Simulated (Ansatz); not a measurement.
# Calculated 71Ga nuclear quadrupole resonance for Ca₂Ga₂SiH₂O₈

Cell: a measured structure from the Crystallography Open Database (COD), its atoms then relaxed with PBE in this cell.

```yaml
crystal:
  lattice:
    - [-4.46725, 4.46725, 4.46725]
    - [4.46725, -4.46725, 4.46725]
    - [4.46725, 4.46725, -4.46725]
  atoms:
    - { symbol: Ca, position: [0.28076, 0.28054, 0.27756] }
    - { symbol: Ca, position: [0.71946, 0.99702, 0.00022] }
    - { symbol: Ca, position: [0.00298, 0.00320, 0.72244] }
    - { symbol: Ca, position: [0.99680, 0.71924, 0.99978] }
    - { symbol: Ga, position: [0.24377, 0.49995, 0.74365] }
    - { symbol: Ga, position: [0.50005, 0.24370, 0.74382] }
    - { symbol: Ga, position: [0.75630, 0.50013, 0.25635] }
    - { symbol: Ga, position: [0.49987, 0.75623, 0.25618] }
    - { symbol: Si, position: [0.75000, 0.25000, 0.50000] }
    - { symbol: Si, position: [0.25000, 0.75000, 0.50000] }
    - { symbol: H, position: [0.65602, 0.65626, 0.62713] }
    - { symbol: H, position: [0.34374, 0.97087, 0.99976] }
    - { symbol: H, position: [0.02913, 0.02889, 0.37287] }
    - { symbol: H, position: [0.97111, 0.34398, 0.00024] }
    - { symbol: O, position: [0.26949, 0.55675, 0.53336] }
    - { symbol: O, position: [0.44325, 0.97660, 0.71274] }
    - { symbol: O, position: [0.02340, 0.73614, 0.46664] }
    - { symbol: O, position: [0.26386, 0.73051, 0.28726] }
    - { symbol: O, position: [0.55759, 0.55767, 0.30006] }
    - { symbol: O, position: [0.44233, 0.74239, 0.99992] }
    - { symbol: O, position: [0.25761, 0.25753, 0.69994] }
    - { symbol: O, position: [0.74247, 0.44241, 0.00008] }
    - { symbol: O, position: [0.55694, 0.26963, 0.53363] }
    - { symbol: O, position: [0.73037, 0.26401, 0.28731] }
    - { symbol: O, position: [0.73599, 0.02330, 0.46637] }
    - { symbol: O, position: [0.97670, 0.44306, 0.71269] }
    - { symbol: O, position: [0.76754, 0.76766, 0.76959] }
    - { symbol: O, position: [0.23234, 0.00193, 0.99988] }
    - { symbol: O, position: [0.99807, 0.99795, 0.23041] }
    - { symbol: O, position: [0.00205, 0.23246, 0.00012] }
```

Sites (sets of like atoms) are named by element and the number of their first atom in this list.

The numbers come from a DFT calculation in Ansatz (PBE, plane waves and PAW, scalar-relativistic, 420 eV cutoff, Γ-centred 4×4×4 k-points, Fermi–Dirac smearing 0.02 eV).

71Ga: I = 3/2, Q = 107.0 mb (year-2017 value). Static lattice, zero field.

Q: At which frequencies do the 71Ga NQR lines lie?

A: For I = 3/2 there is one line, ν = (|C_Q|/2)(1 + η²/3)^½.

| site | atoms | V_zz (10²¹ V/m²) | C_Q (MHz) | η | line frequencies (MHz) |
| --- | --- | --- | --- | --- | --- |
| Ga | 5, 6, 7, 8 | -3.61 | -9.35 | 0.61 | 4.96 |

Q: And for ⁶⁹Ga (I = 3/2, Q = 171.0 mb) on Ga?

A: C_Q scales with Q to -14.9 MHz, with lines at 7.92 MHz.
